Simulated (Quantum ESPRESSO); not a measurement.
# Computed records: SiGe (made-up cell)

All values are calculated (Quantum ESPRESSO 7.5). Calculation on a made-up crystal cell, not a measurement: periodic Kohn-Sham density functional theory in plane waves with PseudoDojo standard norm-conserving scalar-relativistic pseudopotentials, each functional with its own files (v0.5 for PBE, v0.4.1 for LDA and PBEsol), no spin polarisation, no spin-orbit coupling, atoms not relaxed, stress positive in tension, energies less a fixed whole-eV offset for each atom's element; levels are Kohn-Sham levels at fractions of this cell's reciprocal vectors, counted from the reference band (half the neutral cell's valence electrons, rounded up) at Gamma; error bars cover cutoff and k-mesh only, not smearing or the files; each bar is the largest change over components, and at least 0.002 eV, 0.002 eV per angstrom or 0.02 GPa; added strain carries the atoms with the cell, and shear is the tensor component; energies are for the whole cell, and the offsets were chosen from early runs and are not element reference energies; machines and their load varied, so run times do not measure scaling.

```xyz
8
Lattice="5.5357 -0.0520 -0.0261 -0.0520 5.3891 -0.0648 -0.0261 -0.0648 5.4606" Properties=species:S:1:pos:R:3 formula=SiGe lattice_type=zincblende/diamond functional=pbe cutoff=1061 fermi_dirac_smearing=0.1 scf_tolerance=1e-07 electrons_removed=0 run_command=mpirun_-np_4_pw.x_-nk_4_-in_in run_processor=AMD_EPYC,Zen_5_class,virtual_cores k_mesh=6_x_6_x_6,shifted_by_half_a_step free_energy_less_offsets=-0.506 scf_iterations=10 smearing_term_minus_ts=-0.01347 pressure=9.443 stress_xx=-8.648 stress_yy=-9.214 stress_zz=-10.47 stress_yz=-7.982 stress_xz=-5.205 stress_xy=-3.186 error_bar_energy=0.002 error_bar_stress=0.02848 error_bar_force=0.004454 error_bars_from=tighter_rerun_of_a_related_cell wall_time_of_scf_and_band_steps_on_a_shared_machine=129.8
Ge     0.0717     0.1522     0.1118
Ge     0.0073     2.5654     2.5373
Ge     2.8301     0.0420     2.6805
Si     2.7311     2.5526    -0.0207
Si     1.3724     1.2556     1.3807
Si     1.1404     3.9594     4.0484
Ge     4.0233     1.1337     4.0594
Si     4.1215     4.0122     1.2021
```

Units: cutoff, fermi_dirac_smearing, scf_tolerance, free_energy_less_offsets, smearing_term_minus_ts, error_bar_energy in eV; pressure, stress_xx, stress_yy, stress_zz, stress_yz, stress_xz, stress_xy, error_bar_stress in GPa; error_bar_force in eV/Å; wall_time_of_scf_and_band_steps_on_a_shared_machine in s.

Atoms:
```tsv
atoms element	atom site	atom energy offset (eV)
Ge	1	-2430
Ge	2	-2430
Ge	3	-2430
Si	4	-115
Si	5	-115
Si	6	-115
Ge	7	-2430
Si	8	-115
```

Forces:
```tsv
site	x (eV/Å)	y (eV/Å)	z (eV/Å)
1	-2.037	-2.735	-2.468
2	-2.013	1.4	1.515
3	-2.697	-4.166	-1.5
4	-0.9288	1.643	-0.5952
5	2.898	1.559	0.4941
6	2.074	-0.03979	0.1756
7	2.882	2.937	1.991
8	-0.1776	-0.5995	0.3875
```
